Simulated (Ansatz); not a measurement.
## HfSiO4: from a starting cell to a relaxed one

The start is a relaxed HfSiO4 cell shaken by Gaussian noise of σ = 0.08 Å a coordinate. The structure is fully relaxed (lattice and positions, P = 0) with PBEsol (plane waves to 420 eV, PAW, scalar-relativistic; Ansatz, a quantum-chemistry and plane-wave program). The first steps use a coarse 4×4×4 k-mesh.

Initial structure:
```yaml
crystal:
  lattice:
    - [-3.29105, 3.29105, 2.98305]
    - [3.29105, -3.29105, 2.98305]
    - [3.29105, 3.29105, -2.98305]
  atoms:
    - { symbol: O, position: [0.12785, 0.28157, 0.80561] }
    - { symbol: O, position: [0.61223, 0.92830, 0.70092] }
    - { symbol: O, position: [0.26823, 0.94575, 0.33100] }
    - { symbol: O, position: [0.51228, 0.31069, 0.19736] }
    - { symbol: O, position: [0.67144, 0.86115, 0.15958] }
    - { symbol: O, position: [0.08083, 0.74842, 0.67568] }
    - { symbol: O, position: [0.03365, 0.35993, 0.30672] }
    - { symbol: O, position: [0.67346, 0.47332, 0.79289] }
    - { symbol: Si, position: [0.49333, 0.45893, 0.00049] }
    - { symbol: Si, position: [0.26628, 0.75221, 0.52588] }
    - { symbol: Hf, position: [0.74622, 0.21417, 0.47539] }
    - { symbol: Hf, position: [0.00782, 0.00430, 0.98978] }
```

**Question.** What pressure does the first self-consistent step give?

**Answer.** +5.8 GPa (positive: the cell is compressed).

**Question.** What is the largest force in the starting geometry, and on which atom (counted from 1)?

**Answer.** 7.49 eV/Å, on Si9 (atoms numbered as listed).

**Question.** How much energy is released per atom?

**Answer.** 0.18 eV/atom.

**Question.** Does it find its way back to the structure it was made from?

**Answer.** The parent structure is recovered, I4₁/amd (No. 141).

**Question.** How do the shortest distances between atoms change?

**Answer.** The closest pairs of elements (up to four, under 3.6 Å), start → end: O–Si 1.49 → 1.63 Å; Hf–O 1.99 → 2.11 Å; O–O 2.33 → 2.43 Å; Hf–Si 2.78 → 2.98 Å.

**Question.** Is the relaxed structure metallic? Give its gap.

**Answer.** 5.39 eV, indirect (valence top at Γ, conduction bottom at X) (no spin-orbit coupling).

Final structure:

Space group I4₁/amd, origin choice 1 (No. 141); a = 6.582 Å, b = 6.582 Å, c = 5.966 Å, α = 90.00°, β = 90.00°, γ = 90.00°

| atom | site | symmetry | x | y | z |
|---|---|---|---|---|---|
| O | 16h | .m. | 0.3152 | 0.0000 | 0.0681 |
| Si | 4b | -4m2 | 0.0000 | 0.0000 | 0.5000 |
| Hf | 4a | -4m2 | 0.0000 | 0.0000 | 0.0000 |
(The calculation used a cell of 12 atoms; values per cell refer to that cell.)

Final values are on a 6×6×6 k-mesh of the relaxed cell. No spin polarisation in the result.

The first start was generated by placing the elements on the sites of a structure type. A measured structure of HfSiO4 has the same space group, I4₁/amd (No. 141); the sites were not compared with it.
